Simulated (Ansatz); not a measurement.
Starting cell, CsPbCl3 (cubic perovskite):

```
CELL_PARAMETERS angstrom
      5.67350     0.00000     0.00000
      0.00000     5.67350     0.00000
      0.00000     0.00000     5.67350
ATOMIC_POSITIONS crystal
  Cs 0.00000 0.00000 0.00000
  Pb 0.50000 0.50000 0.50000
  Cl 0.00000 0.50000 0.50000
  Cl 0.50000 0.50000 0.00000
  Cl 0.50000 0.00000 0.50000
```

Scan: atom 4 (Cl, nearest neighbour Pb at 2.837 Å; its periodic images, 5.7 Å or more away, move with it) is displaced along Cartesian [111], direction (0.577, 0.577, 0.577) in Cartesian axes, by s. The other atoms stay.

Computed with r2SCAN (plane waves to 500 eV, PAW, scalar-relativistic; Ansatz, a quantum-chemistry and plane-wave program). k mesh 5×5×5 (Γ-centred), Fermi-Dirac smearing 0.05 eV. The energy includes the smearing's −TS. CsPbCl3 was relaxed with its symmetry unable to fall. Spin-orbit coupling is left out, though Pb is heavy. This is a high-temperature form of CsPbCl3. ΔE is measured from the undisplaced structure.

```tsv
s (Å)	ΔE (meV/cell)
-0.570	withheld
-0.456	94.9
-0.342	49.0
-0.228	20.3
-0.114	4.8
0.000	0.0
0.114	4.8
0.228	20.3
0.342	49.0
0.456	94.9
0.570	withheld
```

Problem. Fit an even polynomial form (powers 2, 4) to the given rows and predict ΔE at s = -0.570.

Solution. Least squares on the 9 given rows: ΔE = (369.7)·s² + (417.3)·s⁴, in meV/cell with s in Å; root-mean-square residual 0.05 meV/cell. At -0.570 the fit gives 164.2 meV/cell; the calculation gives 162.0 meV/cell, so the extrapolation is off by 2.2 (+1.4 %). The quadratic term alone would give 120.1 meV/cell.

(For displaced atoms, the force is minus the slope of the energy, and its curvature is a force constant, which sets phonon frequencies.)
